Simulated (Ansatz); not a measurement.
MgSe:
```
MgSe
1.0
    0.00000     2.97349     2.97349
    2.97349     0.00000     2.97349
    2.97349     2.97349     0.00000
Mg Se
1 1
Direct
  0.00000   0.00000   0.00000
  0.75000   0.75000   0.75000
```

The program Ansatz at the r²SCAN level (PAW) gives a gap of 3.33 eV without spin–orbit coupling, maximum at Γ, minimum at Γ.

What happens when spin–orbit coupling is switched on?

The gap falls by 0.12 eV, to 3.21 eV; maximum at Γ, minimum at Γ.

How large is the spin–orbit splitting of the valence top at Γ?

The fourfold level lies 0.38 eV above the split-off pair.

Give the electron effective mass with spin–orbit coupling.

0.21 mₑ (isotropic).

Give the hole effective mass with spin–orbit coupling, band 1 of 2 at the edge.

1.2 along [100], 2.3 along [110], 3.0 along [111] (mₑ).

Give the hole effective mass with spin–orbit coupling, band 2 of 2 at the edge.

0.35 along [100], 0.31 along [110], 0.30 along [111] (mₑ).

Space group F-43m (zinc blende). The first step of the workflow began from a Materials Project structure, measured or hypothetical; the Crystallography Open Database copy checked does not list it. COD files the formula under space group No. 225, so this cell is another polymorph or a model. Whether it is the stable phase at ambient conditions was not checked. Symmetry was held in the r²SCAN relaxation; its stability against distortions is not shown here.

Potentials: the later of the program's two PAW sets.
